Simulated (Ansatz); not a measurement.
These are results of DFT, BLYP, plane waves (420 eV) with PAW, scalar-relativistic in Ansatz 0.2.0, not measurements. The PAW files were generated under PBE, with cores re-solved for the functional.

An element in the simple cubic structure gives this curve. The cell is scaled uniformly from the relaxed one, with fractional coordinates and shape fixed. Energies are extrapolated to zero smearing, pressures are those at the given smearing. Magnetic state: spin not included.

```tsv
V (Å³/atom)	E − E₀ (meV/atom)	P (GPa)
19.071	48.5	7.02
19.938	19.2	4.09
20.805	4.1	1.77
21.672	0.0	-0.06
22.539	4.7	-1.49
23.405	16.2	-2.63
24.272	33.2	-3.54
```

(1) Which element is it?
A. lithium
B. gallium
C. platinum
D. aluminium

Answers

(1) D. Its fit is V₀ = 21.61 Å³/atom, B₀ = 41 GPa, B₀′ = 4.9.
